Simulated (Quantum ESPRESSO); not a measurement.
Space group Fm-3m (No. 225); a = b = c = 8.4748 Å, α = β = γ = 90.00°

```
atom  site  symmetry       x       y       z
----  ----  --------  ------  ------  ------
O      24e      4m.m  0.0000  0.0000  0.2300
Mo      4a      m-3m  0.0000  0.0000  0.0000
Cd      4b      m-3m  0.5000  0.5000  0.5000
Ba      8c      -43m  0.2500  0.2500  0.2500
```
(The calculation used a cell of 10 atoms; values per cell refer to that cell.)

The geometry is that of Materials Project entry mp-1207118, symmetrised and not relaxed again.

What does LDA (pw.x of Quantum ESPRESSO, ONCV potentials, without SOC) give for the electronic structure near the Fermi level?

The LDA gap is indirect, 2.24 eV, from L to X; the smallest direct gap is 2.32 eV. Spin-orbit splittings are left out.

The structure is a Materials Project entry; no match was found in the copy of COD used, and its stability was not checked.
